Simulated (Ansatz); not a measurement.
CdF$_{2}$:
```
CdF2
1.0
    0.00000     2.74074     2.74074
    2.74074     0.00000     2.74074
    2.74074     2.74074     0.00000
Cd F
1 2
Cartesian
  0.00000   0.00000   0.00000
  1.37037   1.37037   1.37037
  4.11111   4.11111   4.11111
```

Relaxed with PBE. Special points in fractions of this cell's reciprocal vectors: Γ (0.000, 0.000, 0.000); X (0.500, 0.000, 0.500); U (0.625, 0.250, 0.625); K (0.375, 0.375, 0.750); L (0.500, 0.500, 0.500); W (0.500, 0.250, 0.750).

Question: List the band energies nearest the valence-band maximum at these points for the program Ansatz at the PBE level (PAW).

Answer: In eV from the valence-band maximum; about four levels below and three above (degenerate sets whole), none deeper than 8.9 eV; … stands for higher levels left out; points with the same levels are listed once.

```
k                                below         above
-  -----------------------------------  ------------
Γ  -0.85 -0.85 -0.85 -0.56 -0.56 -0.56        2.92 …
X        -2.69 -2.69 -0.42 -0.08 -0.08   7.60 9.40 …
U              -2.21 -0.84 -0.30 -0.20  7.56 10.43 …
L              -1.65 -1.65 -0.43 -0.43   6.81 8.98 …
W               -1.42 -1.42 -0.50 0.00        7.66 …
```

Space group Fm-3m (fluorite). The cell was relaxed with PBE under the symmetry of its start; phonons on a q-mesh show no instability. Scalar-relativistic: spin–orbit coupling is off unless named, which matters more the heavier the elements.

Potentials: the later of the program's two PAW sets.
